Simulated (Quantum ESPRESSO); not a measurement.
NbHf2O5F3, finding a planted mistake in a log

A calculation, not a measurement. The program is pw.x of Quantum ESPRESSO 7.5 (plane-wave density functional theory). The cell is made up: 11 atoms on a rutile lattice with one site empty, with randomly drawn elements, strain and displacements, not relaxed. PseudoDojo standard norm-conserving files (v0.5 for PBE, v0.4.1 for LDA and PBEsol) set the functional; there is no spin polarisation, spin-orbit coupling or dispersion term, and the masses in the input are unused placeholders.

The hafnium pseudopotential is less sure than the others, with forces about 3 percent (worst 6) and pressure in oxides about 1.5 GPa (worst 2.7) from a second method in checks, which no rerun with the same files tests.

Intended input:

```
&control calculation='scf', pseudo_dir='./dojo.nc.sr.pbe.v0_5.standard.upf', outdir='./o', disk_io='medium', tprnfor=.true., tstress=.true. /
&system ibrav=0, nat=11, ntyp=4, nbnd=50, ecutwfc=84.00895049, nosym=.true., tot_charge=0,
 occupations='smearing', smearing='fd', degauss=0.0018374661
/
&electrons conv_thr=7.350e-09, electron_maxstep=60, /
ATOMIC_SPECIES
F 1.0 F.upf
Hf 1.0 Hf.upf
Nb 1.0 Nb.upf
O 1.0 O.upf
CELL_PARAMETERS angstrom
4.7369 0.0513 -0.0399
0.0513 4.7368 0.0156
-0.0523 0.0204 6.1474
ATOMIC_POSITIONS angstrom
Nb 2.4239 2.4553 1.525
Hf -0.0002 0.0419 3.0142
Hf 2.4346 2.408 4.5047
O 1.4066 1.4126 -0.0341
F 3.3032 3.2929 -0.0874
F 3.7678 1.0523 1.4232
O 0.9802 3.7128 1.522
O 1.4312 1.359 2.9241
O 3.2974 3.3818 2.9904
F 3.8374 0.9808 4.5216
O 0.9315 3.6603 4.6086
K_POINTS automatic
5 5 4 1 1 1
```

The log is shortened where brackets say so; the opening notice, blank lines, dates and the lines on written files are dropped, and the path of the files is cut. It prints rydbergs, bohrs and kilobars, and counts compression as positive stress. Where no state is partly filled, the Fermi energy that it prints is only some level between the filled and the empty states on the mesh, and need not lie in the true gap.

Log of the intended run:

```
     Program PWSCF v.7.5
     Parallel version (MPI & OpenMP), running on       1 processor cores
     Number of MPI processes:                 1
     Threads/MPI process:                     1
     [start-up lines left out]
     bravais-lattice index     =            0
     lattice parameter (alat)  =       8.9523  a.u.
     unit-cell volume          =     930.6369 (a.u.)^3
     number of atoms/cell      =           11
     number of atomic types    =            4
     number of electrons       =        88.00
     number of Kohn-Sham states=           50
     kinetic-energy cutoff     =      84.0090  Ry
     charge density cutoff     =     336.0358  Ry
     scf convergence threshold =      7.3E-09
     mixing beta               =       0.7000
     number of iterations used =            8  plain     mixing
     Exchange-correlation= PBE
                           (   1   4   3   4   0   0   0)
     [axes and pseudopotential details left out]
   Cartesian axes
     site n.     atom                  positions (alat units)
         1        Nb     tau(   1) = (   0.5116578   0.5182860   0.3219102  )
         2        Hf     tau(   2) = (  -0.0000422   0.0088446   0.6362635  )
         3        Hf     tau(   3) = (   0.5139165   0.5083015   0.9508911  )
         4        O      tau(   4) = (   0.2969173   0.2981838  -0.0071981  )
         5        F      tau(   5) = (   0.6972681   0.6950939  -0.0184491  )
         6        F      tau(   6) = (   0.7953399   0.2221286   0.3004214  )
         7        O      tau(   7) = (   0.2069091   0.7837300   0.3212769  )
         8        O      tau(   8) = (   0.3021101   0.2868695   0.6172444  )
         9        O      tau(   9) = (   0.6960438   0.7138596   0.6312395  )
        10        F      tau(  10) = (   0.8100316   0.2070358   0.9544585  )
        11        O      tau(  11) = (   0.1966291   0.7726478   0.9728232  )
     number of k points=    50  Fermi-Dirac smearing, width (Ry)=  0.0018
                       cart. coord. in units 2pi/alat
        k(    1) = (   0.0997572   0.0986122   0.0968497), wk =   0.0400000
        k(    2) = (   0.1013872   0.0979600   0.2895222), wk =   0.0400000
     [further k points left out]
     Dense  grid:    96799 G-vectors     FFT dimensions: (  54,  54,  72)
     Estimated max dynamical RAM per process >     158.76 MB
     Initial potential from superposition of free atoms
     starting charge      87.9939, renormalised to      88.0000
     Starting wfcs are   62 randomized atomic wfcs
     total cpu time spent up to now is       25.3 secs
     per-process dynamical memory:    96.3 Mb
     Self-consistent Calculation
     iteration #  1     ecut=    84.01 Ry     beta= 0.70
     Davidson diagonalization with overlap
     ethr =  1.00E-02,  avg # of iterations =  2.0
     total cpu time spent up to now is       70.5 secs
     total energy              =    -662.02674793 Ry
     estimated scf accuracy    <       4.79979122 Ry
     iteration #  2     ecut=    84.01 Ry     beta= 0.70
     Davidson diagonalization with overlap
     ethr =  5.45E-03,  avg # of iterations =  6.4
     total cpu time spent up to now is      155.9 secs
     total energy              =    -658.11534423 Ry
     estimated scf accuracy    <      41.39095189 Ry
     [iterations 3 to 14 left out]
     iteration # 15     ecut=    84.01 Ry     beta= 0.70
     Davidson diagonalization with overlap
     ethr =  2.45E-10,  avg # of iterations =  3.3
     total cpu time spent up to now is      860.0 secs
     total energy              =    -664.57790717 Ry
     estimated scf accuracy    <       0.00000001 Ry
     iteration # 16     ecut=    84.01 Ry     beta= 0.70
     Davidson diagonalization with overlap
     ethr =  1.47E-11,  avg # of iterations =  4.9
     total cpu time spent up to now is      926.8 secs
     End of self-consistent calculation
     [lines on levels left out]
     the Fermi energy is     9.3167 ev
!    total energy              =    -664.57790717 Ry
     estimated scf accuracy    <          4.3E-09 Ry
     smearing contrib. (-TS)   =      -0.00000000 Ry
     internal energy E=F+TS    =    -664.57790717 Ry
     The total energy is F=E-TS. E is the sum of the following terms:
     one-electron contribution =    -226.98166601 Ry
     hartree contribution      =     158.35934424 Ry
     xc contribution           =    -158.39414600 Ry
     ewald contribution        =    -437.56143940 Ry
     convergence has been achieved in  16 iterations
     Forces acting on atoms (cartesian axes, Ry/au):
     atom    1 type  3   force =    -0.30066512    0.01188018   -0.20069225
     atom    2 type  2   force =     0.11844241   -0.15021663    0.04159949
     atom    3 type  2   force =    -0.21005562    0.00726868    0.14038791
     atom    4 type  4   force =     0.13215822    0.08394199    0.05570166
     atom    5 type  1   force =     0.05439733    0.03836101    0.04225020
     atom    6 type  1   force =     0.03991509   -0.03920941    0.00281050
     atom    7 type  4   force =     0.04604932   -0.03122476    0.04284815
     atom    8 type  4   force =     0.08961536    0.05772832   -0.00193849
     atom    9 type  4   force =     0.03026223    0.00624537   -0.02645236
     atom   10 type  1   force =     0.00947120   -0.01766392    0.01141264
     atom   11 type  4   force =    -0.00959042    0.03288916   -0.10792745
     Total force =     0.548911     Total SCF correction =     0.000209
     Computing stress (Cartesian axis) and pressure
          total   stress  (Ry/bohr**3)                   (kbar)     P=       95.43
   0.00055231  -0.00014602  -0.00010596           81.25      -21.48      -15.59
  -0.00014602   0.00080566   0.00006382          -21.48      118.52        9.39
  -0.00010596   0.00006382   0.00058820          -15.59        9.39       86.53
     init_run     :     23.15s CPU     25.08s WALL (       1 calls)
     electrons    :    853.82s CPU    901.51s WALL (       1 calls)
     forces       :     12.27s CPU     12.37s WALL (       1 calls)
     stress       :     48.08s CPU     49.63s WALL (       1 calls)
     [timing details left out]
     PWSCF        :  15m37.74s CPU  16m29.43s WALL
     JOB DONE.
```

A second run was made from an input with one planted mistake. Its log:

```
     Program PWSCF v.7.5
     Parallel version (MPI & OpenMP), running on       4 processor cores
     Number of MPI processes:                 4
     Threads/MPI process:                     1
     [start-up lines left out]
     bravais-lattice index     =            0
     lattice parameter (alat)  =       8.9523  a.u.
     unit-cell volume          =     930.6369 (a.u.)^3
     number of atoms/cell      =           11
     number of atomic types    =            4
     number of electrons       =        88.00
     number of Kohn-Sham states=           50
     kinetic-energy cutoff     =      84.0090  Ry
     charge density cutoff     =     336.0358  Ry
     scf convergence threshold =      7.3E-09
     mixing beta               =       0.7000
     number of iterations used =            8  plain     mixing
     Exchange-correlation= PBESOL
                           (   1   4  10   8   0   0   0)
     [axes and pseudopotential details left out]
   Cartesian axes
     site n.     atom                  positions (alat units)
         1        Nb     tau(   1) = (   0.5116578   0.5182860   0.3219102  )
         2        Hf     tau(   2) = (  -0.0000422   0.0088446   0.6362635  )
         3        Hf     tau(   3) = (   0.5139165   0.5083015   0.9508911  )
         4        O      tau(   4) = (   0.2969173   0.2981838  -0.0071981  )
         5        F      tau(   5) = (   0.6972681   0.6950939  -0.0184491  )
         6        F      tau(   6) = (   0.7953399   0.2221286   0.3004214  )
         7        O      tau(   7) = (   0.2069091   0.7837300   0.3212769  )
         8        O      tau(   8) = (   0.3021101   0.2868695   0.6172444  )
         9        O      tau(   9) = (   0.6960438   0.7138596   0.6312395  )
        10        F      tau(  10) = (   0.8100316   0.2070358   0.9544585  )
        11        O      tau(  11) = (   0.1966291   0.7726478   0.9728232  )
     number of k points=    50  Fermi-Dirac smearing, width (Ry)=  0.0018
                       cart. coord. in units 2pi/alat
        k(    1) = (   0.0997572   0.0986122   0.0968497), wk =   0.0400000
        k(    2) = (   0.1013872   0.0979600   0.2895222), wk =   0.0400000
     [further k points left out]
     Dense  grid:    96799 G-vectors     FFT dimensions: (  54,  54,  72)
     Estimated max dynamical RAM per process >     278.78 MB
     Estimated total dynamical RAM >       1.02 GB
     Initial potential from superposition of free atoms
     starting charge      87.9945, renormalised to      88.0000
     Starting wfcs are   62 randomized atomic wfcs
     total cpu time spent up to now is        8.0 secs
     per-process dynamical memory:   217.5 Mb
     Self-consistent Calculation
     iteration #  1     ecut=    84.01 Ry     beta= 0.70
     Davidson diagonalization with overlap
     ethr =  1.00E-02,  avg # of iterations =  2.0
     total cpu time spent up to now is       22.7 secs
     total energy              =    -660.89340719 Ry
     estimated scf accuracy    <       4.51416323 Ry
     iteration #  2     ecut=    84.01 Ry     beta= 0.70
     Davidson diagonalization with overlap
     ethr =  5.13E-03,  avg # of iterations =  6.4
     total cpu time spent up to now is       45.7 secs
     total energy              =    -657.14088402 Ry
     estimated scf accuracy    <      39.95717130 Ry
     [iterations 3 to 14 left out]
     iteration # 15     ecut=    84.01 Ry     beta= 0.70
     Davidson diagonalization with overlap
     ethr =  3.15E-10,  avg # of iterations =  5.0
     total cpu time spent up to now is      268.6 secs
     total energy              =    -663.31570612 Ry
     estimated scf accuracy    <       0.00000005 Ry
     iteration # 16     ecut=    84.01 Ry     beta= 0.70
     Davidson diagonalization with overlap
     ethr =  5.65E-11,  avg # of iterations =  3.5
     total cpu time spent up to now is      283.3 secs
     End of self-consistent calculation
     [lines on levels left out]
     the Fermi energy is     9.1395 ev
!    total energy              =    -663.31570613 Ry
     estimated scf accuracy    <          3.8E-09 Ry
     smearing contrib. (-TS)   =      -0.00000000 Ry
     internal energy E=F+TS    =    -663.31570613 Ry
     The total energy is F=E-TS. E is the sum of the following terms:
     one-electron contribution =    -226.93395794 Ry
     hartree contribution      =     157.54809004 Ry
     xc contribution           =    -156.36839882 Ry
     ewald contribution        =    -437.56143940 Ry
     convergence has been achieved in  16 iterations
     Forces acting on atoms (cartesian axes, Ry/au):
     atom    1 type  3   force =    -0.29632995    0.01054110   -0.19775162
     atom    2 type  2   force =     0.11651468   -0.14644761    0.04173660
     atom    3 type  2   force =    -0.20648163    0.00886513    0.14011051
     atom    4 type  4   force =     0.13810483    0.09079699    0.05405641
     atom    5 type  1   force =     0.04444874    0.02786431    0.03927234
     atom    6 type  1   force =     0.03775365   -0.03621748    0.01126105
     atom    7 type  4   force =     0.04796874   -0.03153947    0.04973088
     atom    8 type  4   force =     0.08790586    0.05774700   -0.00164993
     atom    9 type  4   force =     0.02767547    0.00323898   -0.02504194
     atom   10 type  1   force =     0.00720399   -0.01457602    0.00180147
     atom   11 type  4   force =    -0.00476437    0.02972707   -0.11352577
     Total force =     0.543906     Total SCF correction =     0.000165
     Computing stress (Cartesian axis) and pressure
          total   stress  (Ry/bohr**3)                   (kbar)     P=       33.23
   0.00014268  -0.00012461  -0.00009755           20.99      -18.33      -14.35
  -0.00012461   0.00039947   0.00005816          -18.33       58.76        8.56
  -0.00009755   0.00005816   0.00013556          -14.35        8.56       19.94
     init_run     :      7.55s CPU      7.83s WALL (       1 calls)
     electrons    :    273.90s CPU    275.40s WALL (       1 calls)
     forces       :      2.56s CPU      2.59s WALL (       1 calls)
     stress       :      9.20s CPU      9.45s WALL (       1 calls)
     [timing details left out]
     PWSCF        :   4m53.39s CPU   4m55.60s WALL
     JOB DONE.
```

Question: what was wrong in the second input?

Answer: the files are those of another functional. The input lines that differ, file-writing options aside:

```
- &control calculation='scf', pseudo_dir='./dojo.nc.sr.pbe.v0_5.standard.upf', outdir='./o', disk_io='medium', tprnfor=.true., tstress=.true. /
+ &control calculation='scf', pseudo_dir='./dojo.nc.sr.pbesol.v0_4_1.standard.upf', outdir='./o', disk_io='low', tprnfor=.true., tstress=.true. /
```

```
                                            intended run  run with the mistake
                          free energy (eV)     -9042.043             -9024.870
                    smearing term -TS (eV)        0.0000                0.0000
                            pressure (GPa)          9.54                  3.32
            largest force component (eV/Å)         7.730                 7.619
largest change of a force component (eV/Å)                               0.270
                                iterations            16                    16
```

For scale, a rerun of the intended cell at a cutoff of 1467 eV and k mesh 7 x 7 x 6 moved values by no more than 0.004 eV in energy, 0.03 GPa in stress and 0.002 eV/Å in force. Files of another functional have another zero of energy, so the energy change says nothing on stability.